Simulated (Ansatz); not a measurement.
# Sensitivity of the gradients in AlN with an N vacancy to the input

This input was run with Ansatz:

```yaml
crystal:
  lattice:
    - [6.226, 0.0, 0.0]
    - [-3.113, 5.391874164, 0.0]
    - [0.0, 0.0, 9.962]
  atoms:
    - { symbol: Al, position: [0.1666666666, 0.3333333334, 0.0] }
    - { symbol: Al, position: [0.1666666666, 0.3333333334, 0.5] }
    - { symbol: Al, position: [0.1666666666, 0.8333333334, 0.0] }
    - { symbol: Al, position: [0.1666666666, 0.8333333334, 0.5] }
    - { symbol: Al, position: [0.6666666666, 0.3333333334, 0.0] }
    - { symbol: Al, position: [0.6666666666, 0.3333333334, 0.5] }
    - { symbol: Al, position: [0.6666666666, 0.8333333334, 0.0] }
    - { symbol: Al, position: [0.6666666666, 0.8333333334, 0.5] }
    - { symbol: Al, position: [0.3333333334, 0.1666666666, 0.25] }
    - { symbol: Al, position: [0.3333333334, 0.1666666666, 0.75] }
    - { symbol: Al, position: [0.3333333334, 0.6666666666, 0.25] }
    - { symbol: Al, position: [0.3333333334, 0.6666666666, 0.75] }
    - { symbol: Al, position: [0.8333333334, 0.1666666666, 0.25] }
    - { symbol: Al, position: [0.8333333334, 0.1666666666, 0.75] }
    - { symbol: Al, position: [0.8333333334, 0.6666666666, 0.25] }
    - { symbol: Al, position: [0.8333333334, 0.6666666666, 0.75] }
    - { symbol: "N", position: [0.1666666666, 0.3333333334, 0.69] }
    - { symbol: "N", position: [0.1666666666, 0.8333333334, 0.19] }
    - { symbol: "N", position: [0.1666666666, 0.8333333334, 0.69] }
    - { symbol: "N", position: [0.6666666666, 0.3333333334, 0.19] }
    - { symbol: "N", position: [0.6666666666, 0.3333333334, 0.69] }
    - { symbol: "N", position: [0.6666666666, 0.8333333334, 0.19] }
    - { symbol: "N", position: [0.6666666666, 0.8333333334, 0.69] }
    - { symbol: "N", position: [0.3333333334, 0.1666666666, 0.44] }
    - { symbol: "N", position: [0.3333333334, 0.1666666666, 0.94] }
    - { symbol: "N", position: [0.3333333334, 0.6666666666, 0.44] }
    - { symbol: "N", position: [0.3333333334, 0.6666666666, 0.94] }
    - { symbol: "N", position: [0.8333333334, 0.1666666666, 0.44] }
    - { symbol: "N", position: [0.8333333334, 0.1666666666, 0.94] }
    - { symbol: "N", position: [0.8333333334, 0.6666666666, 0.44] }
    - { symbol: "N", position: [0.8333333334, 0.6666666666, 0.94] }
total_charge: 3
kpoints:
  mp_grid: { grid: [4, 4, 2] }
scf:
  occupations: { method: fermi_dirac, width: 0.01 }
hamiltonian:
  xc: rpbe
  pseudopotentials: { kind: paw }
  dispersion: d3bjatm
output:
  forces: true
  stress: true
  populations: true
  efg:
    quadrupole_moments_barn: { Al: 0.1466, "N": 0.02044 }
    contact_densities: true
basis:
  ecutrho_ratio: 12
```

```sh
ansatz run input.yaml --threads 1 --pin off --max-ram 3072MiB --backend cpu --events-out ev --progress --plain --runs-dir out
```

It converged. Of its output the block on the nuclei alone is shown, without the SCF iterations, energies, forces and stress (one atom of each set, the first 14 sets):

```
--- PAW observables at the nuclei: V_zz in 10²¹ V/m², potentials from the cell's mean, atoms counted from 1 ---
  atom   1  Al V_zz =    +5.554479   η = 0.0000   by run symmetry: allowed   C_q = +19.6894 MHz
            electrostatic potential = -1229.957558 V   contact ρ = 10093.935706 e/Å³
  atom   2  Al V_zz =    +0.182879   η = 0.0000   by run symmetry: allowed   C_q = +0.6483 MHz
            electrostatic potential = -1231.126522 V   contact ρ = 10092.495743 e/Å³
  atom   3  Al V_zz =    +0.387665   η = 0.3966   by run symmetry: allowed   C_q = +1.3742 MHz
            electrostatic potential = -1231.101243 V   contact ρ = 10092.638308 e/Å³
  atom   4  Al V_zz =    -0.176229   η = 0.4250   by run symmetry: allowed   C_q = -0.6247 MHz
            electrostatic potential = -1231.124980 V   contact ρ = 10092.661323 e/Å³
  atom   9  Al V_zz =    +4.831795   η = 0.0353   by run symmetry: allowed   C_q = +17.1276 MHz
            electrostatic potential = -1229.728109 V   contact ρ = 10093.877955 e/Å³
  atom  10  Al V_zz =    +0.615836   η = 0.1425   by run symmetry: allowed   C_q = +2.1830 MHz
            electrostatic potential = -1231.119061 V   contact ρ = 10092.690659 e/Å³
  atom  15  Al V_zz =    -0.011657   η = 0.0000   by run symmetry: allowed   C_q = -0.0413 MHz
            electrostatic potential = -1230.999963 V   contact ρ = 10092.553074 e/Å³
  atom  16  Al V_zz =    +0.103398   η = 0.0000   by run symmetry: allowed   C_q = +0.3665 MHz
            electrostatic potential = -1231.204022 V   contact ρ = 10092.675562 e/Å³
  atom  17  N  V_zz =    -0.312493   η = 0.0000   by run symmetry: allowed   C_q = -0.1544 MHz
            electrostatic potential = -516.344304 V   contact ρ = 1416.421045 e/Å³
  atom  18  N  V_zz =    +2.756384   η = 0.0736   by run symmetry: allowed   C_q = +1.3623 MHz
            electrostatic potential = -515.878079 V   contact ρ = 1416.505647 e/Å³
  atom  19  N  V_zz =    -0.329666   η = 0.7447   by run symmetry: allowed   C_q = -0.1629 MHz
            electrostatic potential = -516.241601 V   contact ρ = 1416.525748 e/Å³
  atom  24  N  V_zz =    +2.020254   η = 0.0894   by run symmetry: allowed   C_q = +0.9985 MHz
            electrostatic potential = -516.078552 V   contact ρ = 1416.530429 e/Å³
  atom  25  N  V_zz =    +2.070587   η = 0.1014   by run symmetry: allowed   C_q = +1.0234 MHz
            electrostatic potential = -516.066423 V   contact ρ = 1416.538312 e/Å³
  atom  30  N  V_zz =    -0.161821   η = 0.0000   by run symmetry: allowed   C_q = -0.0800 MHz
            electrostatic potential = -516.391798 V   contact ρ = 1416.301574 e/Å³
```

Problem. Can these gradients be trusted, and how do they compare with a run on standard settings?

Solution. As results of these settings, within the limits told below. Against the standard input the change is `basis.ecutrho_ratio`: not typed → 12; `hamiltonian.dispersion`: not typed → d3bjatm; `hamiltonian.xc`: pbe → rpbe. A site carries the number of its first atom; V_zz in 10²¹ V/m².

```json
{"site": "Al1", "atom": "1", "V_zz standard": "5.63", "η standard": "0.00", "V_zz here": "5.55", "η here": "0.00"}
{"site": "Al4", "atom": "4", "V_zz standard": "-0.18", "η standard": "0.39", "V_zz here": "-0.18", "η here": "0.42"}
{"site": "Al9", "atom": "9", "V_zz standard": "4.90", "η standard": "0.04", "V_zz here": "4.83", "η here": "0.04"}
{"site": "Al15", "atom": "15", "V_zz standard": "-0.022", "η standard": "0.00", "V_zz here": "-0.012", "η here": "0.00"}
{"site": "Al16", "atom": "16", "V_zz standard": "0.097", "η standard": "0.00", "V_zz here": "0.10", "η here": "0.00"}
{"site": "N17", "atom": "17", "V_zz standard": "-0.35", "η standard": "0.00", "V_zz here": "-0.31", "η here": "0.00"}
{"site": "N18", "atom": "18", "V_zz standard": "2.79", "η standard": "0.06", "V_zz here": "2.76", "η here": "0.07"}
{"site": "N19", "atom": "19", "V_zz standard": "-0.35", "η standard": "0.69", "V_zz here": "-0.33", "η here": "0.74"}
{"site": "N24", "atom": "24", "V_zz standard": "2.02", "η standard": "0.09", "V_zz here": "2.02", "η here": "0.09"}
{"site": "N25", "atom": "25", "V_zz standard": "2.07", "η standard": "0.11", "V_zz here": "2.07", "η here": "0.10"}
{"site": "N30", "atom": "30", "V_zz standard": "-0.20", "η standard": "0.00", "V_zz here": "-0.16", "η here": "0.00"}
{"site": "N31", "atom": "31", "V_zz standard": "-0.16", "η standard": "0.00", "V_zz here": "-0.13", "η here": "0.00"}
```

The largest change of V_zz is on Al1, from 5.63 to 5.55. In per cent, |V_zz| changes by -1 on Al, -1 to 0 on N (all sites that start above 2). The table leaves out 3 of the 15 sites, with |V_zz| up to 0.62; their tensors move by 0.01 at most along any direction. The statements above cover all sites. The dispersion term itself leaves the density as it is. Its pressure is -5 GPa, against 12 GPa in the reference run. SCF iterations: 12 and 13.

On the reference run: The run isn't spin-polarised, and a state with spin may lie lower. The defect repeats with the cell of 31 atoms, so it feels its images: sites between two images don't show the values beside a lone defect, and zeros or small values of η there can come from the images' arrangement. Al and N carry a gradient in the pure host already, so the values there aren't the defect's effect alone. A uniform background compensates the cell's charge. The defect cell has no gap above 0.1 eV on its mesh, so the values can hang on the smearing and the k-mesh. The cell keeps the host's lattice, where the PBE pressure is 12 GPa (in a charged cell this depends on the convention for the mean potential). The neighbours have not yet relaxed around the defect (largest force 2.2 eV/Å), so a real crystal will differ.
